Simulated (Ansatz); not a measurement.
# Property card for MgB2

MgB2:
```
MgB2
1.0
   -1.32948     1.32948     4.18238
    1.32948    -1.32948     4.18238
    1.32948     1.32948    -4.18238
Mg B
1 2
Direct
  0.00000   0.00000   0.00000
  0.28389   0.28389   0.00000
  0.71611   0.71611   0.00000
```

Space group I4/mmm (No. 139), MoSi2 or CaC2 type; conventional cell a = 2.659 Å, b = 2.659 Å, c = 8.365 Å, α = 90.00°, β = 90.00°, γ = 90.00°.

Method: PBEsol in the plane-wave PAW code Ansatz. The cell and atoms are relaxed at this level. Other levels are named where they apply.

**Cell and energy**

- Volume per atom: 9.86 Å³
- Density: 2.58 g/cm³
- Formation energy from the elements (no fitted shifts): 916 meV/atom

**Electronic structure**

- Electronic character: metallic (no gap)
- Density of states at the Fermi level: 0.30 states/eV per atom (mean over ±0.08 eV)

**Mechanics**

- Bulk modulus (Birch–Murnaghan fit): 1140 kbar
- Pressure derivative B′: 4.2

**Phonons**

Highest zone-centre frequency: 517 cm^-1
Zone-centre stability: unstable, softest mode 218i cm⁻¹

A made-up cell: these elements were put on the sites of a structure type; neither database checked (COD, Materials Project) lists it. It is not the phase usual at ambient conditions (space group No. 191). The PBEsol relaxation kept the symmetry of its start. As this level gives no gap, phonon frequencies hold no LO–TO term and depend on the k-mesh and smearing (Fermi–Dirac, 0.1 eV here). The references are the lowest solids computed at this level, not always the standard phases.

Potentials: the later of the program's two PAW sets.
